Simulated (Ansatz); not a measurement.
A relaxed cell of Be (P6₃/mmc (No. 194)), relaxed on a k-mesh at least as fine as the one used below. Level of theory: PBE (plane waves to 420 eV, PAW, scalar-relativistic; Ansatz, a program for electronic structure). Γ-centred k-mesh 16×16×5 on the run's cell (coarser than for final values), Fermi–Dirac smearing 0.05 eV.

```xyz
4
Lattice="2.2645 0.0000 0.0000 -1.1322 1.9611 0.0000 0.0000 0.0000 7.1218" Properties=species:S:1:pos:R:3 pbc="T T T"
Be     0.0000     1.3074     2.6707
Be     0.0000     1.3074     6.2316
Be     1.1322     0.6537     0.8902
Be     1.1322     0.6537     4.4511
```

The atoms are displaced by (Å):

| atom | ux | uy | uz |
|---|---|---|---|
| Be1 | 0.004 | -0.045 | -0.012 |
| Be2 | 0.112 | -0.031 | 0.020 |
| Be3 | -0.047 | -0.049 | 0.047 |
| Be4 | 0.115 | -0.064 | 0.028 |

What forces (eV/Å) and pressure result?


| atom | Fx | Fy | Fz |
|---|---|---|---|
| Be1 | 0.11 | -0.01 | 0.39 |
| Be2 | -0.29 | -0.06 | 0.08 |
| Be3 | 0.41 | -0.01 | -0.32 |
| Be4 | -0.24 | 0.08 | -0.15 |

Pressure +0.3 GPa.

No spin polarisation in the result.

The run that gave the undisplaced cell could not lose the symmetry of its start; a randomly shaken copy of 4 atoms returns to this structure.
